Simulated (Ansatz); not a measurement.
Eigenvalues along a path: TiB₂ (AlB2 type)

```
CELL_PARAMETERS angstrom
2.61457 0.00000 0.00000
-1.30728 2.26428 0.00000
0.00000 0.00000 2.63021
ATOMIC_POSITIONS crystal
Ti 0.00000 0.00000 0.00000
B 0.33333 0.66667 0.50000
B 0.66667 0.33333 0.50000
```

The cell comes from a relaxation on PAW files under the same functional, begun from a prototype that needn't be the stable phase.

All numbers are PBEsol results (scalar-relativistic) from Ansatz 0.2.0, with a Γ-centred 11×11×9 k mesh, Fermi–Dirac smearing of 0.08 eV, no spin polarisation. Methods: LAPW: all electrons, basis error target 1 meV/atom.

This run: volume at 0.62 of the series' base cell.

The structure type is held throughout; the real material can change phase at far lower pressure.

Path points, in fractions of the reciprocal vectors: Γ (0.000, 0.000, 0.000), M (0.500, 0.000, 0.000), K (0.333, 0.333, 0.000), A (0.000, 0.000, 0.500), L (0.500, 0.000, 0.500), H (0.333, 0.333, 0.500). Levels in eV from the Fermi level; bands 11 to 17, counted from the lowest band of the run. The gap is zero, the pressure 314.0 GPa.

```
# k(1/Å) point b11 b12 b13 b14 b15 b16 b17
0.000 Γ -15.23 -4.36 -4.36 -3.53 -0.82 3.95 3.95
0.347 - -14.78 -5.08 -4.18 -3.29 -1.67 3.78 5.07
0.694 - -13.66 -6.58 -3.84 -3.05 -2.98 3.40 4.10
1.041 - -12.30 -8.01 -3.91 -3.68 -3.50 3.04 4.81
1.387 M -11.52 -8.77 -4.23 -3.87 -3.66 2.89 5.04
1.588 - -11.34 -8.76 -5.11 -4.10 -2.34 1.86 4.69
1.788 - -10.82 -8.72 -6.40 -3.73 -0.78 0.27 3.93
1.988 - -10.06 -8.65 -7.62 -3.11 -1.15 0.92 3.13
2.189 K -9.42 -8.52 -8.52 -2.27 -2.27 2.51 2.51
2.589 - -11.25 -7.96 -6.79 -3.43 -0.05 0.21 2.14
2.990 - -13.18 -6.83 -4.87 -3.17 -1.94 2.29 3.01
3.390 - -14.64 -5.26 -4.20 -3.18 -1.87 3.65 4.99
3.791 Γ -15.23 -4.36 -4.36 -3.53 -0.82 3.95 3.95
4.089 - -14.76 -4.34 -4.08 -4.08 0.00 2.67 2.67
4.388 - -13.54 -5.97 -3.25 -3.25 0.86 0.86 1.74
4.686 - -11.93 -7.82 -1.93 -1.93 -0.37 -0.37 2.36
4.985 A -10.66 -9.17 -0.80 -0.80 -0.66 -0.66 0.73
5.332 - -10.82 -8.51 -3.53 -3.40 -0.52 1.27 2.24
5.679 - -11.27 -6.92 -5.68 -5.39 -2.29 2.73 5.00
6.026 - -11.82 -6.91 -6.60 -5.83 -2.63 4.60 5.60
6.372 L -12.08 -7.29 -7.01 -5.80 -2.09 5.61 5.72
6.573 - -12.00 -8.11 -6.39 -5.57 -2.26 5.69 5.88
6.773 - -11.76 -9.11 -5.91 -4.96 -2.69 5.61 6.61
6.973 - -11.36 -10.04 -5.68 -4.20 -3.20 5.51 7.64
7.174 H -10.80 -10.80 -5.62 -3.63 -3.63 5.45 8.84
7.574 - -11.55 -9.19 -5.64 -4.12 -3.85 5.54 6.22
7.975 - -11.37 -6.92 -6.22 -5.20 -2.89 3.44 5.36
8.375 - -10.87 -8.30 -4.04 -3.63 -0.83 1.45 2.66
8.776 A -10.66 -9.17 -0.80 -0.80 -0.66 -0.66 0.73
```
